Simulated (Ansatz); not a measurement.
Structure search: one CuRu4 candidate

The calculation used Ansatz 0.2.0, DFT PBE, scalar-relativistic, plane waves, PAW. Cutoff 420 eV, Gaussian smearing, Γ-centred meshes. Cell and atoms relax first on a coarse mesh and then on a finer one. In between, the cell is made exact in the group found at 0.06 Å. In metals the finer mesh still leaves noise of several meV/atom or more. The steps can't lower the symmetry of their start. Collinear spin is switched on along the way, since trial moments persisted in a coarse test.

A trial structure of CuRu4 was built thus: random cell by space group and Wyckoff sites (P6/mmm, No. 191). The dimensions are guesses.

```cif
data_structure
_symmetry_space_group_name_H-M 'P6/mmm'
_symmetry_Int_Tables_number 191
_cell_length_a 4.3936
_cell_length_b 4.3936
_cell_length_c 4.4819
_cell_angle_alpha 90.000
_cell_angle_beta 90.000
_cell_angle_gamma 120.000
_cell_volume 74.92
loop_
_atom_site_label
_atom_site_type_symbol
_atom_site_symmetry_multiplicity
_atom_site_Wyckoff_symbol
_atom_site_fract_x
_atom_site_fract_y
_atom_site_fract_z
_atom_site_occupancy
Cu1 Cu 1 b 0.00000 0.00000 0.50000 1
Ru1 Ru 3 g 0.50000 0.00000 0.50000 1
Ru2 Ru 1 a 0.00000 0.00000 0.00000 1
```

The zero of energy is the elements' standard structures at the same level; no fitted shifts are applied.

Question: Where does the relaxation end?

Answer: The symmetry stays P6/mmm (No. 191). The volume per atom grows by 29.5 %, from 15.0 to 19.4 Å³. The shortest distance goes from 2.20 Å (Cu–Ru and Ru–Ru) to 2.26 Å (Cu–Ru). The ratio c/a of the conventional cell changes by a factor of 0.89. The energy falls by about 1.3 eV/atom (the start's value is from the coarse mesh). Conventional cell: a = 4.973 Å, c = 4.530 Å. Cu is surrounded by 2 Ru at 2.26 Å and 6 Ru at 2.49 Å; Ru on a site of symmetry mmm has 2 Cu at 2.49 Å and 4 Ru at 2.49 Å; around Ru on a site of symmetry 6/mmm lie 2 Cu at 2.26 Å.

```cif
data_structure
_symmetry_space_group_name_H-M 'P6/mmm'
_symmetry_Int_Tables_number 191
_cell_length_a 4.9726
_cell_length_b 4.9726
_cell_length_c 4.5295
_cell_angle_alpha 90.000
_cell_angle_beta 90.000
_cell_angle_gamma 120.000
_cell_volume 96.99
loop_
_atom_site_label
_atom_site_type_symbol
_atom_site_symmetry_multiplicity
_atom_site_Wyckoff_symbol
_atom_site_fract_x
_atom_site_fract_y
_atom_site_fract_z
_atom_site_occupancy
Cu1 Cu 1 b 0.00000 0.00000 0.50000 1
Ru1 Ru 3 g 0.50000 0.00000 0.50000 1
Ru2 Ru 1 a 0.00000 0.00000 0.00000 1
```

Question: How does it come out in energy, and is it a metal?

Answer:

| Property | Result |
| --- | --- |
| Formation energy | +1.73 eV/atom |
| Gap on the 12×12×8 mesh of the 5-atom cell | 0 eV (a metal) |
| Net moment per atom | 0.55 μB |
| Moment by site | Cu 0.2; Ru 0.2 (×3), 1.5 μB |

A positive value: parting into the elements would lower its energy.

The last run used collinear spin and Gaussian smearing of 0.10 eV. Another magnetic order may lie lower. A structure relaxed within its symmetry needn't be a true minimum. Another cell of CuRu4 relaxed alike but without spin, in P-3m1, lies 1.63 eV/atom lower, so this cell isn't the stable form at this level. Site moments count only spheres around the atoms; the net moment includes the space between them.
